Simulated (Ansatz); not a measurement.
Stationary points along a deformation path in InRh

All numbers below come from Ansatz, DFT PBEsol, scalar-relativistic, plane waves, PAW. Settings: plane waves to 420 eV, k-mesh 16×16×16 (Γ-centred), Gaussian smearing 0.15 eV. No spin polarisation. Energies are free energies at this smearing, counted from the undisturbed cell; pressure is positive in compression.

The undisturbed cell (as given, not relaxed at this level; it stands at -1.1 GPa, and it needn't be the usual structure):

```
In Rh
1.0
     3.19600    0.00000    0.00000
     0.00000    3.19600    0.00000
     0.00000    0.00000    3.19600
In Rh
1 1
Direct
  0.50000 0.50000 0.50000
  0.00000 0.00000 0.00000
```

At fixed volume and fractional coordinates, lengths along (0.577, 0.577, 0.577) are scaled against those across it; ρ is that ratio over its starting value. V = 16.323 Å³/atom. Δσ is the stress along the axis less the mean stress across it (compression positive).

```
    ρ  ΔE (meV/atom)  Δσ (GPa) space group
0.500        11666.7    822.27         R-3m
0.600         4468.8    384.03         R-3m
0.710         1451.1    166.35         R-3m
0.850          225.5     48.12         R-3m
1.000            0.0      0.00        Pm-3m
1.200          123.3    -15.31         R-3m
1.410          311.3    -17.73         R-3m
1.700          507.2    -11.56         R-3m
2.000          574.9      0.00        Fm-3m
```

Question: How does the stress give the slope of the energy, and where is the energy stationary?

Answer: Along the path d ln(length) is 2/3 d ln ρ on the axis and −1/3 d ln ρ across it, so dE/d ln ρ = −(2/3) V Δσ: the energy falls with ρ where Δσ is positive. Δσ vanishes or changes sign at ρ = 1.000 (Pm-3m), a minimum at 0.0 meV/atom; at ρ = 2.000 (Fm-3m, an end of the scan), at 574.9 meV/atom. Pairs of stationary points between two samples would go unseen, and could change a minimum read from distant neighbours into a maximum. At ρ = 1.000, 2.000 the cell is cubic, where symmetry alone makes the stress isotropic and the slope zero.

In a metal these slopes depend on the k mesh and the smearing.